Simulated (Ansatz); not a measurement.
HfRu:
```xyz
2
Lattice="3.1816 0.0000 0.0000 0.0000 3.1816 0.0000 0.0000 0.0000 3.1816" Properties=species:S:1:pos:R:3 pbc="T T T"
Hf     0.0000     0.0000     0.0000
Ru     1.5908     1.5908     1.5908
```

Relaxed with LDA. Special points in fractions of this cell's reciprocal vectors: Γ (0.000, 0.000, 0.000); X (0.000, 0.500, 0.000); M (0.500, 0.500, 0.000); R (0.500, 0.500, 0.500).

Question: List the band energies nearest the Fermi level at these points for plane-wave PAW LDA (Ansatz code).

Answer: In eV from the Fermi level; about four levels below and three above (degenerate sets whole), none deeper than 8.9 eV; points with the same levels are listed once.

```json
[
 {"k": "Γ", "below": "-5.34 -5.34 -1.80 -1.80 -1.80", "above": "2.07 2.07 5.86 5.86 5.86"},
 {"k": "X", "below": "-1.89 -1.89 -1.17 -0.98", "above": "1.23 1.38 1.38"},
 {"k": "M", "below": "-5.38 -3.43 -3.43 -0.05", "above": "0.70 1.40 1.40"},
 {"k": "R", "below": "-3.11 -3.11 -3.11 -2.01 -2.01 -2.01", "above": "0.04 0.04 6.45 6.45"}
]
```

Space group Pm-3m (CsCl type). The workflow started from a Materials Project entry (that database holds measured and hypothetical structures alike); the Crystallography Open Database files this formula in space group No. 221, but the cells were not matched. Whether it is the stable phase at ambient conditions was not checked. The LDA relaxation kept the symmetry of its start; of distortions, only those at the zone centre were tested. No spin polarisation was allowed. Scalar-relativistic: spin–orbit coupling is off unless named, which matters more the heavier the elements.

Potentials: the later of the program's two PAW sets.
